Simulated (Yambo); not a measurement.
Absorption of CaI₂ (CdI2 type, space group P-3m1, No. 164) with and without the electron-hole interaction (Yambo, PBEsol bands; 6×6×4 mesh, 6 valence and 10 conduction bands, static screening with 59 bands and a 4 Ry block, scissor 1.86 eV, Tamm-Dancoff; field along x). Axes are Cartesian, with cell vectors (Å) (4.43, 0.00, 0.00), (-2.22, 3.84, 0.00), (0.00, 0.00, 6.92).

```
E (eV)  Im ε, BSE  Im ε, independent quasiparticles
------  ---------  --------------------------------
4.27         0.40                              0.12
4.37         0.47                              0.13
4.47         0.56                              0.14
4.57         0.68                              0.15
4.67         0.84                              0.17
4.77         1.08                              0.18
4.87         1.47                              0.20
4.97         2.12                              0.22
5.07         3.36                              0.25
5.17         5.90                              0.28
5.27         10.5                              0.33
5.37         13.1                              0.38
5.47         8.94                              0.45
5.57         6.10                              0.55
5.67         5.47                              0.70
5.77         5.58                              0.93
5.87         5.57                              1.33
5.97         5.99                              2.08
6.07         6.27                              3.36
6.18         6.28                              4.91
6.28         7.23                              6.24
6.38         9.13                              6.67
6.48         10.3                              5.80
6.58         9.42                              4.73
6.68         8.39                              3.99
6.78         8.11                              3.83
6.88         8.05                              4.08
6.98         6.95                              4.37
7.08         6.02                              4.64
7.18         5.50                              5.09
7.28         5.30                              5.72
7.38         5.28                              6.11
7.48         4.69                              6.54
7.58         4.40                              6.79
7.68         3.97                              6.84
7.78         3.84                              6.83
7.88         3.34                              7.03
7.98         3.17                              7.10
8.08         3.13                              7.06
8.18         3.37                              7.32
8.28         3.47                              7.36
8.38         3.66                              6.94
8.48         3.69                              6.86
8.59         3.59                              6.95
8.69         3.30                              6.81
8.79         2.86                              6.53
8.89         2.40                              6.24
8.99         2.06                              6.36
9.09         2.10                              6.91
9.19         2.01                              6.65
9.29         2.16                              5.73
9.39         2.19                              4.82
9.49         2.34                              4.35
9.59         2.25                              4.03
9.69         2.40                              3.84
9.79         2.71                              3.74
9.89         2.74                              3.38
9.99         2.89                              3.02
10.09        2.72                              3.10
10.19        2.92                              3.32
10.29        2.88                              3.46
10.39        2.81                              3.45
10.49        2.40                              3.26
10.59        2.41                              3.30
10.69        2.28                              3.55
10.79        2.18                              3.76
10.89        1.90                              3.44
11.00        1.76                              3.15
11.10        1.52                              3.07
```

The scissor comes from a G0W0 run whose convergence isn't established. Broadening 0.15 eV. The band window holds all transitions up to 11.2 eV. Fine structure above the onset can come from the mesh.

Spin-orbit coupling is left out, which matters for elements this heavy: edges can move by tenths of an eV.

Geometry relaxed with PBE+D3(BJ); primitive cell a = b = 4.4322 Å, c = 6.9195 Å, α = β = 90.00°, γ = 120.00°.
